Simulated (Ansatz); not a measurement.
Theory: DFT PBE, scalar-relativistic, plane waves, PAW (Ansatz). All cells share a 420 eV cutoff and Γ-centred k meshes spaced at most about 0.3 Å⁻¹ (about 0.25 or finer for metals, 2π included). Collinear spin in cells that started with moments and kept them past the coarse steps, no spin elsewhere.

These are static total energies at zero pressure. All come from trial cells, and lower structures may exist.

**Question.** Order these relaxed structures of Sc4Te by energy, lowest first, with the energy over the lowest of them.
A. Space group Im-3m (No. 229), cubic, a = 6.620 Å. Sc has 2 Te at 2.87 Å and 6 Sc at 3.31 Å; around Te lie 8 Sc at 2.87 Å.
B. Space group P-43m (No. 215), cubic, a = 5.400 Å. Sc has 1 Te at 2.75 Å and 3 Sc at 3.14 Å; around Te lie 4 Sc at 2.75 Å.
C. Space group P6/mmm (No. 191), hexagonal, a = 6.030 Å, c = 5.329 Å. Around Sc on a site of symmetry 6/mmm lie 2 Te at 2.66 Å; Sc on a site of symmetry mmm has 4 Sc at 3.02 Å and 2 Te at 3.02 Å; around Te lie 2 Sc at 2.66 Å and 6 Sc at 3.02 Å.
D. Space group Pm-3m (No. 221), cubic, a = 5.321 Å. Sc on a site of symmetry m-3m has 12 Sc at 3.76 Å; Sc on a site of symmetry 4/mmm is surrounded by 2 Te at 2.66 Å and 12 Sc at 3.76 Å; Te has 6 Sc at 2.66 Å.

**Answer.** D (0 meV/atom), A (46 meV/atom), B (115 meV/atom), C (309 meV/atom). Forms: D Pm-3m, moments up to 0.2 μB; A Im-3m, moments up to 0.6 μB; B P-43m, no spin; C P6/mmm, moments up to 0.4 μB. Counting Sc atoms around Te (those within 1.25 times the shortest such distance or 1.15 times the sum of covalent radii; a plus sign parts nearer from farther groups): D has Te 6; A has Te 8; B has Te 4; C has Te 2+6. Even the lowest lies +0.12 eV/atom against the elements.

Spin–orbit coupling, which can matter for Te, is left out. The magnetic state reached may not be the lowest. Cells relaxed within their symmetry can be saddle points. Some candidate types were left out of the draw beforehand, so a known form may be missing.
